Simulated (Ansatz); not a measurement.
Frames from the relaxation of a relaxed Al cell, doubled along one cell vector, shaken by Gaussian noise of σ = 0.08 Å a coordinate, as extended XYZ (Å, eV, eV/Å, GPa with compression positive). Level of theory: r2SCAN (plane waves to 500 eV, PAW, scalar-relativistic; Ansatz, a program for electronic structure). Γ-centred k-mesh 12×6×12 on the run's cell (coarser than for final values), Fermi–Dirac smearing 0.05 eV.

```xyz
2
Lattice="2.7060 0.0000 0.0000 0.0000 5.4121 0.0000 0.0000 0.0000 2.7060" Properties=species:S:1:pos:R:3:forces:R:3 pbc="T T T" step=1 free_energy=-1079.883 pressure=0.2 accepted=T
Al     0.0021     0.0011    -0.0424   -0.0426    0.5950   -0.0375
Al     0.0857     2.8210     0.0312    0.0426   -0.5950    0.0375
2
Lattice="2.7056 0.0010 0.0005 0.0020 5.3182 0.0017 0.0005 0.0009 2.7057" Properties=species:S:1:pos:R:3:forces:R:3 pbc="T T T" step=2 free_energy=-1079.918 pressure=0.9 accepted=T
Al    -0.0335     0.0709    -0.0736   -0.0855   -0.1667   -0.0753
Al     0.1223     2.7023     0.0634    0.0855    0.1667    0.0753
2
Lattice="2.7055 0.0013 0.0020 0.0026 5.3299 0.0023 0.0020 0.0011 2.7058" Properties=species:S:1:pos:R:3:forces:R:3 pbc="T T T" step=3 free_energy=-1079.990 pressure=-0.6 accepted=T
Al    -0.1794     0.0695    -0.2020   -0.1675   -0.1027   -0.1481
Al     0.2686     2.7099     0.1922    0.1675    0.1027    0.1481
```

The path has 18 moves and ends in Fm-3m (No. 225) (fcc (Cu type)), 0.47 to 0.48 eV/atom (the two k-meshes of the run give this range) below its start. Free energies are of the whole cell and compare only within this code, potentials and settings.  No spin polarisation in the result.

The run could not lose the symmetry of its start.

Of the parent cell (Pm-3m (No. 221)): it is a generated cell of Al: the first start was made by placing the elements on the sites of a structure type, and the end was not matched to a known phase here, so it may be hypothetical. Known forms of Al include space group No. 225.
